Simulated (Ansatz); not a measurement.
Trial structure of CaYC2N2, not yet relaxed:

```
CELL_PARAMETERS angstrom
3.55234 0.00000 0.00000
1.49506 3.89623 0.00000
0.70562 1.03137 8.54781
ATOMIC_POSITIONS crystal
Ca 0.50000 0.00000 0.50000
Y 0.00000 0.00000 0.00000
C 0.19194 0.61611 0.19194
C 0.80806 0.38389 0.80806
N 0.29858 0.40284 0.29858
N 0.70142 0.59716 0.70142
```

Computed with DFT PBE, scalar-relativistic, plane waves, PAW in Ansatz 0.2.0. Cutoff 420 eV; k points 6×4×2 on the computed 6-atom cell (Γ-centred); Gaussian smearing, width 0.10 eV; no spin polarisation.

Energies over the elements count from the elements' standard structures at the same level (N₂ as a molecule), with no fitted energy shifts.

Question: What does a single point on this coarse mesh give?

Answer: The pressure is 12.0 GPa (the mean over three directions, positive in compression), the largest force is 3.36 eV/Å, and the energy is +0.32 eV/atom against the elements. The shortest distance is 1.17 Å.

Question: How much does it gain on relaxing, and where does it end?

Answer: Relaxing gains about 0.82 eV/atom (the start's value is from the coarse mesh, so the gain is rough) in 29 ionic steps and ends at −0.50 eV/atom on the finer mesh. The symmetry goes from P-1 (No. 2) to C2/m (No. 12). The volume per atom shrinks by 30.7 %, from 19.7 to 13.7 Å³. The shortest distance goes from 1.17 Å (C–N) to 1.26 Å (C–N). Conventional cell: a = 7.470 Å, b = 3.684 Å, c = 6.695 Å, β = 117.1°. Ca has 2 N at 2.40 Å, 4 C at 2.66 Å, 4 N at 2.84 Å, 2 C at 3.65 Å, 2 Ca at 3.68 Å and 6 Y at 3.71–3.82 Å; around Y lie 2 C at 2.40 Å, 4 N at 2.53 Å, 4 C at 2.71 Å, 2 N at 3.66 Å, 2 Y at 3.68 Å and 6 Ca at 3.71–3.82 Å; C has 1 N at 1.26 Å, 1 Y at 2.40 Å, 2 Ca at 2.66 Å and 2 Y at 2.71 Å; around N lie 1 C at 1.26 Å, 1 Ca at 2.40 Å, 2 Y at 2.53 Å and 2 Ca at 2.84 Å.

The last run used a 12×12×6 mesh (in the run's order of axes) for its 6-atom cell and Gaussian smearing of 0.10 eV. The reference form of C is held partly by dispersion forces, which this level lacks. The relaxation can't lower the symmetry of the start. A structure relaxed within its symmetry needn't be a true minimum.
